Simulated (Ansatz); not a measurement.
AgBr:
```xyz
2
Lattice="0.0000 2.7919 2.7919 2.7919 0.0000 2.7919 2.7919 2.7919 0.0000" Properties=species:S:1:pos:R:3 pbc="T T T"
Ag     2.7919     2.7919     2.7919
Br     0.0000     0.0000     0.0000
```

Relaxed with LDA. Special points in fractions of this cell's reciprocal vectors: Γ (0.000, 0.000, 0.000); X (0.500, 0.000, 0.500); U (0.625, 0.250, 0.625); K (0.375, 0.375, 0.750); L (0.500, 0.500, 0.500); W (0.500, 0.250, 0.750).

List the band energies nearest the valence-band maximum at these points for DFT-LDA in the program Ansatz with PAW potentials.

In eV from the valence-band maximum; about four levels below and three above (degenerate sets whole), none deeper than 8.9 eV; … stands for higher levels left out; points with the same levels are listed once.

```
k                                            below           above
-  -----------------------------------------------  --------------
Γ  -3.25 -3.25 -3.25 -3.25 -3.25 -2.24 -2.24 -2.24          0.38 …
X                          -3.05 -2.73 -2.73 -2.57  1.16 6.80 9.19
U                          -2.79 -2.54 -2.33 -1.44  2.68 6.66 8.20
L                      -2.86 -2.86 -2.47 0.00 0.00  3.26 6.42 6.42
W                          -2.69 -2.64 -2.64 -1.86     3.73 6.95 …
```

Space group Fm-3m (rock salt). The cell was relaxed with LDA under the symmetry of its start; phonons on a q-mesh show no instability. The run is not spin-polarised. Spin–orbit coupling is left out wherever it is not named.

Potentials: the later of the program's two PAW sets.
